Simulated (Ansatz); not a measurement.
## Band structure of La

```xyz
2
Lattice="3.7500 0.0000 0.0000 -1.8750 3.2476 0.0000 0.0000 0.0000 6.0700" Properties=species:S:1:pos:R:3 pbc="T T T"
La    0.0000    2.1651    1.5175
La    1.8750    1.0825    4.5525
```

Atoms are numbered in the order listed.

The conventional cell has a = 3.750 Å, b = 3.750 Å, c = 6.070 Å, α = 90.00°, β = 90.00°, γ = 120.00°. La (atom 1) has 12 La at 3.73 to 3.75 Å as nearest neighbours.

The cell comes from COD entry 9008503, which wasn't checked; take it as a given geometry. It differs from other determinations.

Level of theory: Ansatz 0.2.0, DFT, PBE, all-electron LAPW, Dirac equation with spin-orbit coupling.

Sampling and basis: a Γ-centred 11×11×6 k mesh, Fermi–Dirac smearing of 0.08 eV, basis error target 1 meV/atom, no spin polarisation.

Points in fractions of the reciprocal vectors of this cell: Γ (0, 0, 0), M (0.5, 0, 0), K (0.333, 0.333, 0), A (0, 0, 0.5), L (0.5, 0, 0.5), H (0.333, 0.333, 0.5). The path joins them by straight lines in the order Γ–M–K–Γ–A–L–H–A–L; legs that retrace an earlier one aren't tabulated. Energies are in eV from the Fermi level.

(1) List the levels at Γ between -20 and 1 eV.

(2) List the levels at M between -20 and 1 eV.

(3) List the levels at K between -20 and 1 eV.

(4) What is the band gap?

Answers

(1) -18.21 (×2), -17.60 (×2), -15.98 (×2), -15.22 (×2), -15.01 (×2), -14.99 (×2), -3.19 (×2), -1.76 (×2).

(2) -18.24 (×2), -18.17 (×2), -16.03 (×2), -15.95 (×2), -15.69 (×2), -15.28 (×2), -1.60 (×2), -1.16 (×2), -1.15 (×2).

(3) -18.21 (×2), -18.21 (×2), -15.99 (×2), -15.96 (×2), -15.72 (×2), -15.65 (×2), -1.30 (×2), -0.04 (×2), 0.15 (×2), 0.28 (×2), 0.85 (×2), 0.87 (×2).

(4) none: bands cross the Fermi level, a metal.
